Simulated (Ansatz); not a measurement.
AlV₂C:
```cif
data_C2Al2V4
_chemical_formula_sum 'Al2 V4 C2'
_space_group_name_H-M_alt 'P63/mmc'
_space_group_IT_number 194
_space_group_name_Hall '-P 6c 2c'
_cell_length_a 2.87878
_cell_length_b 2.87878
_cell_length_c 13.02100
_cell_angle_alpha 90.000
_cell_angle_beta 90.000
_cell_angle_gamma 120.000
loop_
_atom_site_label
_atom_site_type_symbol
_atom_site_symmetry_multiplicity
_atom_site_Wyckoff_symbol
_atom_site_fract_x
_atom_site_fract_y
_atom_site_fract_z
_atom_site_occupancy
Al1 Al 2 d 0.66667 0.33333 0.25000 1
V1 V 4 f 0.33333 0.66667 0.08511 1
C1 C 2 a 0.00000 0.00000 0.00000 1
```

Relaxed with PBEsol.

Q: Which orbitals make up the states near the Fermi level in DFT-PBEsol in the program Ansatz with PAW potentials?

A: Within 0.5 eV of the Fermi level: V 3d 89 %, Al 3p 5 %. Projections are on Löwdin-orthogonalised atomic valence shells; empty p or d shells of many metals are not among them.

Q: Tabulate the density of states.

A: States/eV per cell of 8 atoms, in 0.25 eV bins, energy from the Fermi level.

| E (eV) | total | V 3d | C 2p | Al 3p |
|---|---|---|---|---|
| -7.85 | 0.76 | 0.05 | 0.02 | 0.25 |
| -7.60 | 0.77 | 0.06 | 0.02 | 0.28 |
| -7.35 | 0.79 | 0.08 | 0.03 | 0.30 |
| -7.10 | 0.83 | 0.10 | 0.04 | 0.32 |
| -6.85 | 0.89 | 0.13 | 0.06 | 0.34 |
| -6.60 | 1.11 | 0.20 | 0.14 | 0.37 |
| -6.35 | 2.18 | 0.54 | 0.66 | 0.45 |
| -6.10 | 3.09 | 0.86 | 1.27 | 0.39 |
| -5.85 | 2.38 | 0.69 | 1.05 | 0.25 |
| -5.60 | 2.86 | 0.88 | 1.31 | 0.24 |
| -5.35 | 3.55 | 1.12 | 1.50 | 0.39 |
| -5.10 | 3.22 | 0.99 | 1.23 | 0.45 |
| -4.85 | 3.63 | 1.12 | 1.37 | 0.53 |
| -4.60 | 4.25 | 1.53 | 1.75 | 0.41 |
| -4.35 | 4.63 | 1.75 | 2.00 | 0.36 |
| -4.10 | 9.01 | 3.59 | 4.24 | 0.49 |
| -3.85 | 4.24 | 1.81 | 1.77 | 0.29 |
| -3.60 | 6.68 | 3.03 | 2.64 | 0.46 |
| -3.35 | 6.41 | 3.24 | 2.65 | 0.22 |
| -3.10 | 0.79 | 0.25 | 0.05 | 0.22 |
| -2.85 | 1.10 | 0.33 | 0.06 | 0.42 |
| -2.60 | 2.30 | 1.06 | 0.10 | 0.76 |
| -2.35 | 6.96 | 4.02 | 0.30 | 1.92 |
| -2.10 | 7.67 | 4.77 | 0.30 | 1.90 |
| -1.85 | 6.28 | 4.02 | 0.16 | 1.58 |
| -1.60 | 8.40 | 5.22 | 0.26 | 2.20 |
| -1.35 | 4.97 | 3.66 | 0.14 | 0.80 |
| -1.10 | 2.95 | 2.39 | 0.05 | 0.29 |
| -0.85 | 4.20 | 3.63 | 0.04 | 0.25 |
| -0.60 | 3.06 | 2.69 | 0.04 | 0.20 |
| -0.35 | 3.36 | 2.89 | 0.08 | 0.25 |
| -0.10 | 4.79 | 4.30 | 0.10 | 0.25 |
| 0.15 | 4.01 | 3.60 | 0.09 | 0.20 |
| 0.40 | 4.75 | 4.31 | 0.09 | 0.21 |
| 0.65 | 7.39 | 6.79 | 0.10 | 0.24 |
| 0.90 | 7.82 | 6.79 | 0.25 | 0.31 |
| 1.15 | 5.35 | 4.64 | 0.23 | 0.17 |
| 1.40 | 6.87 | 6.06 | 0.24 | 0.18 |
| 1.65 | 12.04 | 10.99 | 0.33 | 0.32 |
| 1.90 | 7.01 | 6.04 | 0.31 | 0.42 |
| 2.15 | 7.40 | 5.99 | 0.53 | 0.62 |
| 2.40 | 5.74 | 4.26 | 0.43 | 0.80 |
| 2.65 | 3.87 | 2.65 | 0.25 | 0.75 |
| 2.90 | 2.33 | 1.29 | 0.28 | 0.54 |
| 3.15 | 4.02 | 2.04 | 0.55 | 0.79 |
| 3.40 | 3.43 | 1.61 | 0.46 | 0.52 |
| 3.65 | 4.77 | 2.35 | 0.97 | 0.53 |
| 3.90 | 5.25 | 2.63 | 1.08 | 0.52 |
| 4.15 | 5.53 | 2.67 | 1.06 | 0.54 |
| 4.40 | 5.95 | 2.79 | 1.37 | 0.58 |

Space group P6_3/mmc. The cell was relaxed with PBEsol under the symmetry of its start. The workflow began spin-polarised and lost its moments.

Potentials: the later of the program's two PAW sets.
